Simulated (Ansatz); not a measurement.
**Clamped-ion strain scan in Sn**

Computed with DFT r2SCAN, scalar-relativistic, plane waves, PAW (Ansatz). Settings: plane waves to 500 eV, k-mesh 12×12×12 (Γ-centred), Gaussian smearing 0.15 eV. No spin polarisation. Energies are free energies at this smearing, counted from the undisturbed cell; pressure is positive in compression.

The starting cell (as given, not relaxed at this level; it stands at 1.6 GPa):

```
Sn
1.0
     0.00000    3.24560    3.24560
     3.24560    0.00000    3.24560
     3.24560    3.24560    0.00000
Sn
2
Cartesian
  3.2456 3.2456 3.2456
  4.8684 4.8684 4.8684
```

The cell is strained by ε times the Voigt pattern (1, -1, 0, 0, 0, 0) (xx, yy, zz, yz, xz, xy; engineering shear) with fractional coordinates fixed.

```csv
ε,ΔE (meV/atom)
-0.0200,3.2
-0.0100,0.8
0.0000,0.0
0.0025,0.0
0.0050,0.2
0.0075,0.4
0.0125,1.2
0.0150,1.8
0.0175,2.4
```

**Question.** Predict the pressure (GPa) at each point.

**Answer.**
```tsv
ε	pressure (GPa)
-0.0200	1.6
-0.0100	1.6
0.0000	1.6
0.0025	1.6
0.0050	1.6
0.0075	1.6
0.0125	1.6
0.0150	1.6
0.0175	1.6
```